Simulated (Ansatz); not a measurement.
Given:

BN:
```cif
data_B6N6
_chemical_formula_sum 'B6 N6'
_space_group_name_H-M_alt 'P63mc'
_space_group_IT_number 186
_space_group_name_Hall 'P 6c -2c'
_cell_length_a 2.52881
_cell_length_b 2.52881
_cell_length_c 12.44325
_cell_angle_alpha 90.000
_cell_angle_beta 90.000
_cell_angle_gamma 120.000
loop_
_atom_site_label
_atom_site_type_symbol
_atom_site_symmetry_multiplicity
_atom_site_Wyckoff_symbol
_atom_site_fract_x
_atom_site_fract_y
_atom_site_fract_z
_atom_site_occupancy
B1 B 2 a 0.00000 0.00000 0.00007 1
B2 B 2 b 0.33333 0.66667 0.33265 1
B3 B 2 b 0.66667 0.33333 0.16656 1
N1 N 2 a 0.00000 0.00000 0.37440 1
N2 N 2 b 0.33333 0.66667 0.20808 1
N3 N 2 b 0.66667 0.33333 0.04194 1
```

This is the LDA-relaxed structure.

Question: All from LDA in the plane-wave PAW code Ansatz, unless another level is named. Estimate the smallest direct gap on the standard path.

Answer: 7.20 eV.

Question: Next, the electron effective mass?

Answer: 0.35, 0.89, 1.7 mₑ (principal values).

Question: Give the band gap.

Answer: 5.14 eV (indirect).

Question: What about the weight of the conduction-edge state by species (Voronoi cells)?

Answer: B 57 %, N 43 %.

Question: Give the conduction-band minimum.

Answer: at M (3 equivalent valleys).

Space group P6_3mc. A made-up cell: these elements were put on the sites of a structure type. Its sites differ from those of the usual phase in this space group: another stacking or structure type. The LDA relaxation kept the symmetry of its start; phonons on a q-mesh show no instability.

Potentials: the later of the program's two PAW sets.
